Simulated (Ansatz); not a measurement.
Stability checks on a candidate for Li₃H₂

The cell was found from a structure generator's guess, not taken from experiment.

Method: Ansatz, DFT PBE, scalar-relativistic, plane waves, PAW. Cutoff 420 eV, Γ-centred 18×18×18 mesh (5-atom cell), Gaussian smearing of 0.10 eV, no spin polarisation.

```cif
data_structure
_symmetry_space_group_name_H-M 'I4/mmm'
_symmetry_Int_Tables_number 139
_cell_length_a 2.8411
_cell_length_b 2.8411
_cell_length_c 12.5196
_cell_angle_alpha 90.000
_cell_angle_beta 90.000
_cell_angle_gamma 90.000
_cell_volume 101.06
loop_
_atom_site_label
_atom_site_type_symbol
_atom_site_symmetry_multiplicity
_atom_site_Wyckoff_symbol
_atom_site_fract_x
_atom_site_fract_y
_atom_site_fract_z
_atom_site_occupancy
Li1 Li 4 e 0.00000 0.00000 0.32968 1
Li2 Li 2 a 0.00000 0.00000 0.00000 1
H1 H 4 e 0.00000 0.00000 0.16549 1
```

Energies over the elements count from the elements' standard structures at the same level (H₂ as a molecule), with no fitted energy shifts.

Question: These tests were run: energy against the elements; phonons at Γ. What do they show?

Answer:

```csv
test,result
energy against the elements,−0.25 eV/atom
phonons at Γ,lowest optical mode 257 cm⁻¹
```

It fails none of these tests. Other phases of the system weren't compared here, so this isn't yet thermodynamic stability. Phonons away from Γ weren't computed.

The cell is a metal run without spin; a magnetic state may lie lower. With hydrogen, zero-point motion can shift formation energies by some tens of meV/atom. The run for the phonons used an 18×18×18 k mesh and Fermi–Dirac smearing of 0.15 eV.
